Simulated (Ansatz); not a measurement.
ZnSe:
```
ZnSe
1.0
   -1.86858     1.86858     2.64656
    1.86858    -1.86858     2.64656
    1.86858     1.86858    -2.64656
Zn Se
1 1
Direct
  0.00000   0.00000   0.00000
  0.50000   0.50000   0.00000
```

Relaxed with PBE+D3(BJ). Special points in fractions of this cell's reciprocal vectors: Γ (0.000, 0.000, 0.000); X (0.000, 0.000, 0.500); P (0.250, 0.250, 0.250); N (0.000, 0.500, 0.000); M (0.500, 0.500, -0.500); S (0.375, 0.625, -0.375); S0 (-0.375, 0.375, 0.375); R (-0.249, 0.249, 0.500); G (0.500, 0.500, -0.249).

Q: List the band energies nearest the Fermi level at these points for the program Ansatz at the PBE+D3(BJ) level (PAW).

A: In eV from the Fermi level; about four levels below and three above (degenerate sets whole), none deeper than 8.9 eV; … stands for higher levels left out; points with the same levels are listed once.

```
k                                below           above
-  -----------------------------------  --------------
Γ  -6.64 -6.64 -6.64 -0.49 -0.49 -0.47     1.00 8.63 …
X              -5.26 -2.57 -2.55 -1.00    4.92 11.55 …
P              -6.24 -4.04 -4.04 -3.87     3.16 5.98 …
N        -6.52 -6.52 -5.74 -0.09 -0.08  3.33 4.99 5.00
M              -5.26 -2.55 -2.55 -0.99          4.93 …
S              -6.33 -4.55 -4.52 -1.77  1.22 6.72 8.57
R              -6.24 -4.04 -4.03 -3.88  3.19 6.00 8.18
```

Space group Fm-3m (rock salt). This is a known high-pressure phase of the composition, computed here at zero pressure and temperature. Symmetry was held in the PBE+D3(BJ) relaxation; whether a distortion lowers the energy is not shown. Point labels and valley counts follow the cell and symmetry of the run, lower than the named group. Scalar-relativistic: spin–orbit coupling is off unless named, which matters more the heavier the elements.

Potentials: the earlier of the program's two PAW sets.
